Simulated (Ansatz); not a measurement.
The start is a relaxed Al2Au cell displaced along its unstable phonon at q = Γ (25i cm⁻¹), largest move 0.15 Å. The cell and all atomic positions are relaxed at zero pressure with PBEsol (plane waves to 420 eV, PAW, scalar-relativistic; Ansatz, a quantum-chemistry and plane-wave program). The first steps use a coarse 9×9×8 k-mesh.

The start:
```
Al2Au
1.0
    1.96940    -6.04545     0.00000
    1.96940     6.04545     0.00000
    0.00000     0.00000     4.08386
Al Au
4 2
Cartesian
  2.02925  -5.11127   1.02096
  1.90955   5.11127   3.06289
  1.92264   3.02624   1.02096
  2.01615  -3.02624   3.06289
  1.81940  -1.16793   1.02096
  2.11940   1.16793   3.06289
```

### Question
What is the largest force in the starting geometry, and on which atom (counted from 1)?

### Answer
0.05 eV/Å, on Al1, Al2, Au5, Au6 (atoms numbered as listed).

### Question
By how much does the energy per atom fall from start to end?

### Answer
0.12 eV/atom.

### Question
How does the volume per atom move from start to end?

### Answer
+4.0 %, from 16.21 to 16.86 Å³/atom.

### Question
How do the shortest distances between atoms change?

### Answer
The closest pairs of elements (up to four, under 3.6 Å), start → end: Al–Au 2.63 → 2.55 Å; Al–Al 2.77 → 2.71 Å; Au–Au 3.12 → 3.83 Å.

### Question
What band gap does the relaxed structure have at this level?

### Answer
No gap (metallic).

### Question
What does it relax into? Give the structure.

### Answer

```cif
data_Al4Au2
_chemical_formula_sum 'Al4 Au2'
_space_group_name_H-M_alt 'P4/nmm :1'
_space_group_IT_number 129
_space_group_name_Hall 'P 4ab 2ab -1ab'
_cell_length_a 3.83052
_cell_length_b 3.83052
_cell_length_c 6.89543
_cell_angle_alpha 90.000
_cell_angle_beta 90.000
_cell_angle_gamma 90.000
loop_
_space_group_symop_operation_xyz
  'x, y, z'
  '-y+1/2, x+1/2, z'
  '-x, -y, z'
  'y+1/2, -x+1/2, z'
  'x+1/2, -y+1/2, -z'
  '-y, -x, -z'
  '-x+1/2, y+1/2, -z'
  'y, x, -z'
  '-x+1/2, -y+1/2, -z'
  'y, -x, -z'
  'x+1/2, y+1/2, -z'
  '-y, x, -z'
  '-x, y, z'
  'y+1/2, x+1/2, z'
  'x, -y, z'
  '-y+1/2, -x+1/2, z'
loop_
_atom_site_label
_atom_site_type_symbol
_atom_site_symmetry_multiplicity
_atom_site_Wyckoff_symbol
_atom_site_fract_x
_atom_site_fract_y
_atom_site_fract_z
_atom_site_occupancy
Al1 Al 2 c 0.50000 0.00000 0.12947 1
Al2 Al 2 b 0.50000 0.50000 0.50000 1
Au1 Au 2 c 0.00000 0.50000 0.24073 1
```

Final values are on a 12×12×7 k-mesh of the relaxed cell. No spin polarisation in the result.

The run could not lose the symmetry of its start: the end is stationary, and may be a saddle point rather than a minimum.

The relaxed structure here is a generated cell of Al2Au: the first start was made by placing the elements on the sites of a structure type, and the end was not matched to a known phase here, so it may be hypothetical.
